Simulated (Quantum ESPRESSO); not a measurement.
**Kohn-Sham bands of NbP (I4₁md)**

```
NbP
1.0
    0.00000    -3.34985     0.00000
    3.34985     0.00000     0.00000
   -1.67492     1.67492     5.74011
Nb P
2 2
Cartesian
  1.67492  -1.67492  -0.00138
 -1.67492   0.00000   2.86868
  0.00000   0.00000   0.94999
  1.67492   0.00000  -1.92007
```

Materials Project entry mp-9339; symmetrised, unrelaxed at this level. Not found in the COD (Crystallography Open Database) copy used, which has the formula in other groups; not checked further. Method: PBEsol plane waves in Quantum ESPRESSO 7.5 (PseudoDojo norm-conserving files, 66 Ry, spinors with spin-orbit coupling), Bloch states on a 4×4×4 mesh through Γ, Wannier90 4.0.1. Density: 10×10×10 mesh, cold smearing 0.01 Ry.

List the Kohn-Sham levels between −8 and 3.0 eV relative to the Fermi level at the high-symmetry points, as a band run of pw.x on that density gives them (levels within 2 meV counted together).


```json
[
 {"point": "Γ", "k (reciprocal lattice)": "0.000 0.000 0.000", "levels (eV)": "-6.17 (×2), -3.03 (×2), -2.24 (×2), -2.21 (×2), -2.15 (×2), -1.73 (×2), -1.37 (×2), -1.32 (×2), 0.83 (×2), 1.60 (×2), 2.65 (×2)"},
 {"point": "X", "k (reciprocal lattice)": "-0.500 0.500 0.000", "levels (eV)": "-5.06 (×2), -5.02 (×2), -4.63 (×2), -4.62 (×2), -2.84 (×2), -2.84 (×2), -0.45 (×2), -0.43 (×2), 2.96 (×2), 2.96 (×2)"},
 {"point": "P", "k (reciprocal lattice)": "-0.500 0.500 0.250", "levels (eV)": "-5.11 (×2), -5.10, -5.08, -4.60, -4.54, -4.50 (×2), -2.90 (×2), -2.87, -2.86, -0.45 (×2), -0.41, -0.38, 2.96, 2.97 (×2), 2.97"},
 {"point": "N", "k (reciprocal lattice)": "0.000 0.500 0.000", "levels (eV)": "-6.19 (×2), -5.46 (×2), -3.40 (×2), -3.20 (×2), -2.30 (×2), -1.87 (×2), -1.52 (×2), -0.12 (×2), 0.07 (×2), 1.30 (×2), 2.43 (×2), 2.63 (×2)"},
 {"point": "M", "k (reciprocal lattice)": "0.000 0.000 0.500", "levels (eV)": "-4.03 (×4), -2.70 (×4), -2.68 (×4), -0.50 (×4), 1.19 (×4), 2.30 (×4)"},
 {"point": "S", "k (reciprocal lattice)": "0.000 0.457 0.271", "levels (eV)": "-6.25, -6.22, -5.34 (×2), -3.29, -3.26, -3.17, -3.17, -2.29, -2.27, -2.20, -2.18, -1.48, -1.46, -0.18, -0.13, 0.11, 0.16, 1.61, 1.64, 2.37, 2.39, 2.64, 2.70"},
 {"point": "S_0", "k (reciprocal lattice)": "0.000 0.543 -0.271", "levels (eV)": "-6.25, -6.22, -5.34 (×2), -3.29, -3.26, -3.17, -3.17, -2.29, -2.27, -2.20, -2.18, -1.48, -1.46, -0.18, -0.13, 0.11, 0.16, 1.61, 1.64, 2.37, 2.39, 2.64, 2.70"},
 {"point": "R", "k (reciprocal lattice)": "-0.457 0.543 -0.043", "levels (eV)": "-5.10 (×2), -5.07 (×2), -4.58 (×2), -4.55 (×2), -2.82 (×2), -2.81 (×2), -0.49 (×2), -0.47 (×2), 2.73 (×2), 2.77 (×2)"},
 {"point": "G", "k (reciprocal lattice)": "-0.457 0.457 0.500", "levels (eV)": "-5.10 (×2), -5.07 (×2), -4.58 (×2), -4.55 (×2), -2.82 (×2), -2.81 (×2), -0.49 (×2), -0.47 (×2), 2.73 (×2), 2.77 (×2)"}
]
```
